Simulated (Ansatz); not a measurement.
Method: PBEsol, no spin polarisation; PAW, plane waves to 420 eV, 10×10×5 Γ-centred mesh, fermi-dirac occupations (width 0.1 eV) (Ansatz 0.2.0), atoms fixed.

Computed maps in the lattice plane spanned by a (left to right, 3.25 Å, 10 points from zero) and b (bottom to top, 3.25 Å, 10 points from zero), 90° apart, at height 0.000 along c. The fields are smooth PAW ones with compensation charges, not the true ones near nuclei.

Valence density. Digits on a logarithmic scale: 0 up to 0.03 e/Å³, each further digit a factor of 1.6, 9 from 1.3 e/Å³ up:
```
6777765555
6766765445
6766765445
6777765555
6666666666
6555567777
6544567667
6544567667
6555567777
6666666666
```

ELF. Ten even steps from '0' (0.02) to '9' (0.69):
```
9955997557
8500585225
8500585225
9955997557
9988999889
9755799559
8522585005
8522585005
9755799559
9988999889
```

**Question.** The cell is ZrBAs. Which atoms lie within 0.2 Å of this plane, and where (fractions of a and b)?

**Answer.** B at (0.75, 0.25), B at (0.25, 0.75). The whole cell:
```xyz
6
Lattice="3.2513 0.0000 0.0000 0.0000 3.2513 0.0000 0.0000 0.0000 7.3572" Properties=species:S:1:pos:R:3 pbc="T T T"
As    0.8128    0.8128    4.5004
As    2.4385    2.4385    2.8568
B     2.4385    0.8128    0.0000
B     0.8128    2.4385    0.0000
Zr    0.8128    0.8128    1.8820
Zr    2.4385    2.4385    5.4752
```

Origin: a known structure type with other elements, at an estimated volume, so it need not be a known compound. Caveats: many states at the Fermi level without spin polarisation, so a magnetic state may lie lower; atoms or cell far from equilibrium.
